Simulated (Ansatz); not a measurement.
The elements of this relaxed trial crystal are hidden behind letters.

```
lattice vectors (Å)
   4.5241    0.0000    0.0000
  -2.2620    3.9179    0.0000
   0.0000    0.0000    6.1644
fractional positions
X 0.6667 0.3333 0.2674
X 0.6667 0.3333 0.7326
X 0.0000 0.0000 0.0000
Z 0.3333 0.6667 0.0000
Q 0.0000 0.0000 0.5000
```

The calculation used Ansatz, DFT PBE, scalar-relativistic, plane waves, PAW. Cutoff 420 eV, Γ-centred 12×12×6 mesh (5-atom cell), Gaussian smearing of 0.10 eV, no spin polarisation.

```
Space group                                : P-6m2 (No. 187)
Conventional cell                          : a = 4.524 Å, c = 6.164 Å
Volume per atom                            : 21.85 Å³
Density                                    : 2.93 g/cm³
Formation energy                           : −0.35 eV/atom
Gap on the 12×12×6 mesh of the 5-atom cell : 0 eV (a metal)
```

Energies are uncorrected and count from the elements' standard states at the same level.

Question: X is a d-block element of period 4, Z is a p-block element of period 3 and Q is a p-block element of period 3. Which elements are they?

Answer: X = Sc, Z = Al, Q = P, so the formula is Sc3AlP. Density times volume gives a mean mass of 2.93 × 21.85/1.6605 = 38.6 u per atom, and this set has 38.6 u. Sc on a site of symmetry 3m is surrounded by 1 Sc at 2.87 Å, 3 P at 2.98 Å, 3 Al at 3.09 Å, 3 Sc at 3.09 Å and 1 Sc at 3.30 Å; Al has 3 Sc at 2.61 Å and 6 Sc at 3.09 Å; around P lie 8 Sc at 2.98–3.08 Å; 1 more site not described. Swapping Al and P leaves the mass as it is, so only the distances can place them.

Symmetry constrained the relaxation, so the result can be a saddle point. Another cell of Sc3AlP relaxed alike, in Pm-3m, lies 274 meV/atom lower, so this cell isn't the stable form at this level.
